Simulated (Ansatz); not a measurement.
SiSn:
```cif
data_Si2Sn2
_chemical_formula_sum 'Sn2 Si2'
_space_group_name_H-M_alt 'P63/mmc'
_space_group_IT_number 194
_space_group_name_Hall '-P 6c 2c'
_cell_length_a 3.86999
_cell_length_b 3.86999
_cell_length_c 7.05814
_cell_angle_alpha 90.000
_cell_angle_beta 90.000
_cell_angle_gamma 120.000
loop_
_atom_site_label
_atom_site_type_symbol
_atom_site_symmetry_multiplicity
_atom_site_Wyckoff_symbol
_atom_site_fract_x
_atom_site_fract_y
_atom_site_fract_z
_atom_site_occupancy
Sn1 Sn 2 a 0.00000 0.00000 0.00000 1
Si1 Si 2 c 0.33333 0.66667 0.25000 1
```

This is the PBE-relaxed structure.

Q: All from PBE in the plane-wave PAW code Ansatz, unless another level is named. Give the electronic character.

A: metallic (no gap).

Q: What about the formation energy from the elements (no fitted shifts)?

A: 0.39 eV/atom.

Q: And the density of states at the Fermi level?

A: 0.54 states/eV per atom (mean over ±0.08 eV).

Space group P6_3/mmc (NiAs type). A made-up cell: these elements were put on the sites of a structure type; neither database checked (COD, Materials Project) lists it. Its standing as an ambient phase is unchecked. The PBE relaxation kept the symmetry of its start; whether a distortion lowers the energy is not shown. The references are the lowest solids computed at this level, not always the standard phases. Spin–orbit coupling is left out wherever it is not named.

Potentials: the later of the program's two PAW sets.
